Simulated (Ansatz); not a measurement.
Input and command of a plane-wave DFT calculation in Ansatz:

```yaml
crystal:
  lattice:
    - [1.9243926461, 1.1110486122, 8.5619098794]
    - [-1.9243926461, 1.1110486122, 8.5619098794]
    - [0.0, -2.2220972245, 8.5619098794]
  atoms:
    - { symbol: Bi, position: [0.0, 0.0, 0.0] }
    - { symbol: Bi, position: [0.209290659, 0.209290659, 0.209290659] }
    - { symbol: Bi, position: [0.790709341, 0.790709341, 0.790709341] }
    - { symbol: H, position: [0.356295314, 0.356295314, 0.356295314] }
    - { symbol: H, position: [0.643704686, 0.643704686, 0.643704686] }
basis:
  ecutwfc: 420
kpoints:
  mp_grid: { grid: [12, 12, 12] }
hamiltonian:
  xc: pbe
scf:
  occupations: { method: gaussian, width: 0.1 }
output:
  forces: true
  stress: true
  eigenvalues: true
relax:
  adjacent_minimum: "off"
  f_tol: 0.01
  max_steps: 80
  cell: { stress_tol: 0.05 }
```

```bash
ansatz run input.yaml --threads 1 --pin off --max-ram 2560MiB --backend cpu --events-out ev --progress --plain --runs-dir out
```

Processor: Arm Neoverse N1, 1 thread, on a host shared with other jobs.

Problem. Estimate time, memory and problem size.

Solution. About 6 min on 1 thread of Arm Neoverse N1 (shared host), peak memory 0.68 GiB. It solves 29 bands at 189 k points (the mesh reduced by the symmetry that the task leaves, which can be less than the crystal's) with about 2217 plane waves (on the last cell), in 39 SCF iterations over 7 ionic steps.
